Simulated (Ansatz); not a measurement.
**LaGe₂Rh₂: reading a single point**

```
La Ge Rh
1.0
     0.00000    4.32919    0.00000
     4.32919    0.00000    0.00000
     2.16459    2.16459   -5.08626
La Ge Rh
1 2 2
Direct
  0.00000 0.00000 0.00000
  0.37500 0.37500 0.25000
  0.62500 0.62500 0.75000
  0.75000 0.25000 0.50000
  0.25000 0.75000 0.50000
```

Level: r2SCAN, no spin polarisation; 500 eV; 9×9×9 Γ-centred mesh; gaussian occupations (width 0.0641 eV); Ansatz 0.2.0, fixed geometry.

**Question.** What does the stress say?

**Answer.** The pressure is -3.8 GPa (compression positive), so with the atoms held at these fractions the cell would first shrink. The principal stresses -6.2, -6.2, 1.0 GPa differ, so its shape would change too.

**Question.** What happens at the Fermi level?

**Answer.** It is a metal, with about 3.2 states/eV a cell as the mean within 0.25 eV of the Fermi level, mostly Rh d (46 %), La d (22 %) and Ge p (22 %).

**Question.** What is the formation energy?

**Answer.** -0.94 eV an atom against the elements' usual phases (free molecules for gases, crystals otherwise, with no correction for O₂ or N₂), so it is bound against them; other compounds may still compete. Relaxing would lower it.

**Question.** How is the charge shared?

**Answer.** Bader charges in e: La +1.61, Ge -0.16, Rh -0.65. In the mean La gives up most and Rh takes most.

Origin: a known structure type with other elements, at an estimated volume, so it need not be a known compound. Caveats: f levels without a U or exact exchange are poorly placed.
